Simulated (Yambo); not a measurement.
BeZn3O4 (space group I-42m, No. 121), G0W0@PBEsol in Yambo with this input:

```
rim_cut
gw0
dyson
el_el_corr
HF_and_locXC
ppa
em1d
RandQpts= 1000000
RandGvec= 1 Ry
EXXRLvcs= 88 Ry
VXCRLvcs= 352 Ry
Chimod= "HARTREE"
% BndsRnXp
 14 | 152 |
%
NGsBlkXp= 7 Ry
% LongDrXp
 1.0 | 1.0 | 1.0 |
%
PPAPntXp= 27.2114 eV
% GbndRnge
 1 | 152 |
%
GTermKind= "BG"
DysSolver= "n"
ExtendOut
```

On a 4×4×4 mesh, with wavefunctions cut at 88 Ry, the gap (Γ → Γ) is 3.090 eV and the valence edge shifts by -0.930 eV.

### Question
What happens with this change: no random integration?

### Answer
The gap falls by 0.048 eV, to 3.042 eV; the shift of the valence edge becomes -0.758 eV. Neither run is shown to be the converged limit.

Geometry of the Materials Project entry, not relaxed at this level; primitive cell a = 5.397 Å, b = 5.397 Å, c = 5.397 Å, α = 131.56°, β = 131.56°, γ = 70.92°.

The structure is a Materials Project entry; no match was found in the copy of COD used, and its stability was not checked.

A shift is the quasiparticle energy of the state minus its PBEsol energy.
